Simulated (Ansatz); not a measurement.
Here is an unrelaxed guess for In4P.

```cif
data_structure
_symmetry_space_group_name_H-M 'P 1'
_symmetry_Int_Tables_number 1
_cell_length_a 5.4273
_cell_length_b 5.4273
_cell_length_c 5.4273
_cell_angle_alpha 109.471
_cell_angle_beta 109.471
_cell_angle_gamma 109.471
_cell_volume 123.06
loop_
_atom_site_label
_atom_site_type_symbol
_atom_site_fract_x
_atom_site_fract_y
_atom_site_fract_z
_atom_site_occupancy
In1 In 0.00000 0.00000 0.50000 1
In2 In 0.50000 0.00000 0.00000 1
In3 In 0.00000 0.50000 0.00000 1
In4 In 0.50000 0.50000 0.50000 1
P1 P 0.00000 0.00000 0.00000 1
```

All numbers below come from DFT PBE, scalar-relativistic, plane waves, PAW in Ansatz. Cutoff 420 eV; k points 4×4×4 on the computed 5-atom cell (Γ-centred); Gaussian smearing, width 0.10 eV; no spin polarisation.

The zero of energy is the elements' standard structures at the same level; no fitted shifts are applied. The references include black phosphorus.

Question: What does a single point on this coarse mesh give?

Answer: The pressure is 6.2 GPa (it wants to expand), the largest force is 0.00 eV/Å (symmetry fixes the atoms), and the energy is +0.26 eV/atom against the elements. The shortest distance is 2.71 Å.

Question: How much does it gain on relaxing, and where does it end?

Answer: Relaxing gains under 0.1 eV/atom (the start's value is from the coarse mesh, so the gain is rough) in 8 ionic steps and ends at +0.22 eV/atom on the finer mesh. The symmetry stays Im-3m (No. 229). The volume per atom grows by 16.7 %, from 24.6 to 28.7 Å³. The shortest distance goes from 2.71 Å (In–P) to 2.86 Å (In–P). Conventional cell: a = 6.598 Å. In has 2 P at 2.86 Å and 6 In at 3.30 Å; P has 8 In at 2.86 Å.

The last run used an 8×8×8 mesh for its 5-atom cell and Gaussian smearing of 0.10 eV. The cell is a metal run without spin; a magnetic state may lie lower. The reference form of P is held partly by dispersion forces, which this level lacks. The relaxation can't lower the symmetry of the start. A structure relaxed within its symmetry needn't be a true minimum.
